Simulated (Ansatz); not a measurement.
GaB and the effect of the functional

```
Ga B
1.0
     2.71824    0.00000    0.00000
     0.00000    2.71824    0.00000
     0.00000    0.00000    3.23621
Ga B
1 1
Direct
  0.50000 0.50000 0.50000
  0.00000 0.00000 0.00000
```

The cell comes from a database or a generator and needn't be the stable form of this composition.

Kept alike: task band structure; k mesh 10 × 10 × 8; occupations fermi-dirac, width 0.05 eV; no spin polarisation. Program: Ansatz, Ansatz PAW. Cutoffs run from 420 to 500 eV. The mesh is that of the run's cell of 2 atoms. No spin-orbit coupling.

```csv
functional,pressure (GPa)
BLYP,8.02
PBE,-0.09
PBEsol,-4.24
RPBE,2.41
r2SCAN,-2.94
revPBE,1.79
```

Pressure is positive in compression, with a Pulay correction for the finite cutoff. For a metal such a mesh leaves the last digits unconverged. All rows use potentials made for PBE.

**Question.** What does the functional change here?

**Answer.** The pressure runs from -4.24 (PBEsol) to 8.02 GPa (BLYP). From PBE: BLYP +8.11; PBEsol -4.15; RPBE +2.50; r2SCAN -2.85; revPBE +1.88. A positive pressure means that the functional's own cell is larger than the one given, a negative one that it is smaller.
